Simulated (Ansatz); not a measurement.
A distorted cell of CsSnI3 (cubic perovskite):

```
CsSnI3
1.0
    6.27133     0.00000     0.00000
    0.00000     6.27133     0.00000
    0.00000     0.00000     6.27133
Cs Sn I
1 1 3
Cartesian
  0.00000   0.00000   0.00000
  3.13567   3.13567   3.13567
  0.00000   3.13567   3.13567
  3.13567   3.13567   0.00000
  3.66741   0.53174   3.13567
```

Computed with PBE (plane waves to 420 eV, PAW, scalar-relativistic; Ansatz, a program for electronic structure). k mesh 5×5×5 (Γ-centred), Fermi-Dirac smearing 0.05 eV. E stands for the smeared free energy. Stress and pressure are positive under compression. CsSnI3 was relaxed with its symmetry unable to fall. Spin-orbit coupling is left out, though I is heavy. This is a high-temperature form of CsSnI3.

### Question
Predict the force on every atom, in eV/Å.

### Answer
```csv
atom,Fx,Fy,Fz
Cs1,0.021,0.003,0.000
Sn2,-0.246,1.732,0.000
I3,0.368,0.362,0.000
I4,-0.046,0.168,0.000
I5,-0.097,-2.265,0.000
```

### Question
What is the stress tensor (GPa)?

### Answer
```
   0.91     0.11     0.00
   0.11     3.39     0.00
   0.00     0.00     0.57
```
The pressure, a third of the trace, is 1.63 GPa.

### Question
In it atom 5 sits (0.532, 0.532, 0.000) Å away from its relaxed site. What is its energy relative to the relaxed cell?

### Answer
442 meV/cell.

(For displaced atoms, the force is minus the slope of the energy, and its curvature is a force constant, which sets phonon frequencies.)
